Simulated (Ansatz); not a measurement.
Here is the system:

TaGe₂:
```cif
data_Ge6Ta3
_chemical_formula_sum 'Ge6 Ta3'
_space_group_name_H-M_alt 'P6222'
_space_group_IT_number 180
_space_group_name_Hall 'P 62 2 (0 0 4)'
_cell_length_a 4.94156
_cell_length_b 4.94156
_cell_length_c 6.73222
_cell_angle_alpha 90.000
_cell_angle_beta 90.000
_cell_angle_gamma 120.000
loop_
_atom_site_label
_atom_site_type_symbol
_atom_site_symmetry_multiplicity
_atom_site_Wyckoff_symbol
_atom_site_fract_x
_atom_site_fract_y
_atom_site_fract_z
_atom_site_occupancy
Ge1 Ge 6 j 0.32837 0.16418 0.16667 1
Ta1 Ta 3 d 0.50000 0.00000 0.50000 1
```

This is the PBEsol-relaxed structure.

Question: All from PBEsol in the plane-wave PAW code Ansatz, unless another level is named. Predict the electronic character.

Answer: metallic (no gap).

Question: Predict the density of states at the Fermi level.

Answer: 0.43 states/eV per atom (mean over ±0.08 eV).

Question: Next, the formation energy from the elements (no fitted shifts)?

Answer: -0.32 eV/atom.

Space group P6_222. The workflow started from an entry of the Crystallography Open Database (COD). Its standing as an ambient phase is unchecked. Symmetry was held in the PBEsol relaxation; whether a distortion lowers the energy is not shown. The run is not spin-polarised. The references are the lowest solids computed at this level, not always the standard phases. Spin–orbit coupling is left out wherever it is not named.

Potentials: the later of the program's two PAW sets.
